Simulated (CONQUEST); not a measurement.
Energy against volume for CoSi2 (Fm-3m, 12 atoms in the cell; from Materials Project mp-2379): the cell is scaled uniformly, and the atoms keep their fractional positions.

```yaml
crystal:
  lattice:
    - [5.31284, 0.00000, 0.00000]
    - [0.00000, 5.31284, 0.00000]
    - [0.00000, 0.00000, 5.31284]
  atoms:
    - { symbol: Co, position: [0.00000, 0.00000, 0.00000] }
    - { symbol: Co, position: [0.00000, 0.50000, 0.50000] }
    - { symbol: Co, position: [0.50000, 0.00000, 0.50000] }
    - { symbol: Co, position: [0.50000, 0.50000, 0.00000] }
    - { symbol: Si, position: [0.25000, 0.25000, 0.75000] }
    - { symbol: Si, position: [0.25000, 0.75000, 0.75000] }
    - { symbol: Si, position: [0.25000, 0.75000, 0.25000] }
    - { symbol: Si, position: [0.25000, 0.25000, 0.25000] }
    - { symbol: Si, position: [0.75000, 0.25000, 0.25000] }
    - { symbol: Si, position: [0.75000, 0.75000, 0.25000] }
    - { symbol: Si, position: [0.75000, 0.75000, 0.75000] }
    - { symbol: Si, position: [0.75000, 0.25000, 0.75000] }
```

Level of theory: PBEsol, numerical atomic orbitals double-zeta with polarisation (the shipped basis), PseudoDojo norm-conserving potentials made for PBEsol (CONQUEST 1.3).

Held fixed: basis = DZP; Diag.MPMeshX, Y, Z = 3 3 3; potentials = PseudoDojo norm-conserving PBEsol; Grid.GridCutoff = 140 Ha; DM.SolutionMethod = diagon; Diag.SmearingType = 1; Diag.kT = 0.003675 Ha; Diag.GammaCentred = true; Diag.MPOrder = 0; minE.SCTolerance = 1.0e-06; SC.MaxIters = 100; SC.LinearMixingFactor = 0.5; SC.KerkerPreCondition = true; SC.KerkerFactor = 0.3 1/bohr; AtomMove.TypeOfRun = static.

The program uses no crystal symmetry, so grid and mesh can part values that symmetry would make equal. The atom-centred basis is finite, which shifts total energies and pressures against plane waves. The run has no spin polarisation, so moments on Co cannot form. The structure comes from a collection of computed structures, made at another level of theory; the collection holds predicted forms beside known ones. No clean gap shows at this smearing width and mesh (spacing up to 0.39 Å⁻¹); the mesh is coarse for partly filled bands, so the values carry mesh errors.

| V (Å³/atom) | V/V(base) | ΔF (meV/atom, from the lowest row) | pressure (GPa) |
|---|---|---|---|
| 11.747 | 0.940 | 60.5 | 19.58 |
| 11.997 | 0.960 | 34.5 | 14.15 |
| 12.247 | 0.980 | 15.8 | 9.74 |
| 12.372 | 0.990 | 9.3 | 7.16 |
| 12.497 | 1.000 | 4.6 | 4.79 |
| 12.622 | 1.010 | 1.6 | 2.88 |
| 12.747 | 1.020 | 0.0 | 1.18 |
| 12.997 | 1.040 | 1.1 | -2.84 |
| 13.247 | 1.060 | 7.9 | -5.98 |

Task: Estimate the equilibrium volume and the bulk modulus from these points.

Result: A third-order Birch-Murnaghan fit gives V0 = 12.82 Å³/atom and B0 = 192 GPa (largest residual 0.15 meV/atom). V0 and B0 belong to these fixed fractional positions and this cell shape; relaxing them, where they are free, usually lowers B0.
